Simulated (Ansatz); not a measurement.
# From the elastic tensor of VH₂ at 10 GPa (stress–strain coefficients) to moduli and sound speeds

All numbers below come from DFT LDA, scalar-relativistic, plane waves, PAW (Ansatz). Cutoff 420 eV, 18×18×18 k-points (Γ-centred), Fermi-Dirac smearing of 0.15 eV. No spin polarisation.

The structure is cubic, space group Fm-3m (No. 225). The conventional cell has a = 4.074 Å, b = 4.074 Å, c = 4.074 Å, α = 90.00°, β = 90.00°, γ = 90.00°. Around V (site symmetry m-3m) lie 8 H at 1.76 Å. H (site symmetry -43m) is surrounded by 4 V at 1.76 Å.

In a metal, frequencies and elastic constants depend on the k mesh and the smearing, soft modes and shear constants most. Other phases may be more stable at this pressure.

Relaxed-ion constants (GPa, on the Cartesian axes of the calculation):
```
359.6 175.6 175.6   0.0   0.0   0.0
175.6 359.6 175.6   0.0   0.0   0.0
175.6 175.6 359.6   0.0   0.0   0.0
  0.0   0.0   0.0 108.5   0.0   0.0
  0.0   0.0   0.0   0.0 108.5   0.0
  0.0   0.0   0.0   0.0   0.0 108.5
```

Density 5.201 g/cm³; 3 atoms in 16.91 Å³.

The values that follow are for a polycrystal of randomly turned grains, by Hill's mean where one number stands.

With S = C⁻¹: B_V = (C11+C22+C33+2(C12+C13+C23))/9, G_V = (C11+C22+C33−C12−C13−C23+3(C44+C55+C66))/15, 1/B_R = S11+S22+S33+2(S12+S13+S23), 15/G_R = 4(S11+S22+S33−S12−S13−S23)+3(S44+S55+S66); Hill is their mean. Then v_l = √((B+4G/3)/ρ), v_t = √(G/ρ), v_m = [(2/v_t³+1/v_l³)/3]^(−1/3) and Θ = (ħ/k_B)·v_m·(6π²n/V)^(1/3) for n atoms in the volume V; E = 9BG/(3B+G), ν = (3B−2G)/(2(3B+G)) and A^U = 5G_V/G_R + B_V/B_R − 6.

* Bulk modulus, Voigt / Reuss / Hill: 236.9 / 236.9 / 236.9 GPa
* Shear modulus, Voigt / Reuss / Hill: 101.9 / 101.2 / 101.6 GPa
* Young's modulus: 267 GPa
* Poisson ratio: 0.312
* Pugh ratio B/G: 2.33
* Universal anisotropy index: 0.03
* Longitudinal and transverse sound speeds: 8462 and 4419 m/s
* Debye temperature from the mean sound speed: 827 K

Cost: 1 run of about 1.3 core-minutes, on Arm Neoverse V1 (shared hosts).